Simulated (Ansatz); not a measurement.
**One geometry of InSe2, one setting changed: spin–orbit coupling**

Method: DFT PBE, plane waves, PAW in Ansatz 0.2.0. The atoms stay where they are, in a cell that isn't relaxed at these levels; pressure is positive in compression. “Off” is scalar-relativistic.

```yaml
crystal:
  lattice:
    - [3.89489, 0.00000, 0.00000]
    - [0.00000, 3.89489, 0.00000]
    - [0.00000, 0.00000, 9.62623]
  atoms:
    - { symbol: In, position: [0.00000, 0.50000, 0.70647] }
    - { symbol: In, position: [0.50000, 0.00000, 0.29353] }
    - { symbol: Se, position: [0.00000, 0.50000, 0.36621] }
    - { symbol: Se, position: [0.50000, 0.00000, 0.63379] }
    - { symbol: Se, position: [0.00000, 0.00000, 0.00000] }
    - { symbol: Se, position: [0.50000, 0.50000, 0.00000] }
```

```
plane-wave cutoff : 420 eV
Γ-centred k-mesh  : 10×10×4
occupation rule   : Gaussian smearing, 0.1 eV
```

```
spin–orbit coupling gap on mesh (eV) P (GPa) largest force (eV/Å)
                off metal     -0.1                 0.055
```

Question: What do the runs give for on?

Answer: They give:

| spin–orbit coupling | gap on mesh (eV) | P (GPa) | largest force (eV/Å) |
| --- | --- | --- | --- |
| on | metal | -0.1 | 0.054 |